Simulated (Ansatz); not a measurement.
One crystal and one scan (frozen-phonon scan) at two levels, PBE (plane waves to 420 eV, PAW, scalar-relativistic; Ansatz, a first-principles code) and r2SCAN (plane waves to 500 eV, PAW, scalar-relativistic; Ansatz), each from its own relaxed cell and on its own mesh. The cell shown is that of PBE.

Relaxed BAs (zinc blende):

```xyz
4
Lattice="0.0000 4.8094 4.8094 2.4047 2.4047 4.8094 2.4047 2.4047 0.0000" Properties=species:S:1:pos:R:3 pbc="T T T"
As     3.6070     8.4164     8.4164
As     3.6070     6.0117     6.0117
B      0.0000     0.0000     0.0000
B      2.4047     4.8094     7.2140
```

The atoms are displaced by Q × the pattern below (from a DFPT mode at X = (0.5, 0.5, 0.0), largest move 1; Q in Å), at fixed cell. It is one choice among 2 degenerate patterns. (q is in reciprocal vectors of the primitive cell; the cell shown is doubled to hold the pattern.)

```
atom       x       y      z
----  ------  ------  -----
As1    0.105   0.000  0.000
As2   -0.105   0.000  0.000
B3     0.000  -1.000  0.000
B4     0.000   1.000  0.000
```

BAs was relaxed with its symmetry unable to fall. The PAW data are Ansatz's earlier set. Percentages come from the unrounded values.

Results of PBE:

| Item | Result |
|---|---|
| Lattice constant a (Å) | 4.809 |
| Harmonic wavenumber from the curvature (finite differences) (cm⁻¹ (negative: imaginary)) | 610 |
| Shape of the curve | a single well with its minimum at or next to zero displacement |

Task: Estimate the r2SCAN values.

Result: 
```tsv
quantity	r2SCAN	PBE − r2SCAN
Lattice constant a (Å)	4.783	+0.026 (+0.6 %)
Harmonic wavenumber from the curvature (finite differences) (cm⁻¹ (negative: imaginary))	627	-17 (-2.7 %)
```

PBE gives the higher value for: lattice constant a. PBE gives the lower value for: harmonic wavenumber from the curvature. Both give the same shape of the curve: a single well with its minimum at or next to zero displacement. Neither level is exact: the differences show how much the result hangs on the functional.

(A displaced cell: forces are minus the slopes of the energy, force constants its curvatures, and phonons follow from these.)
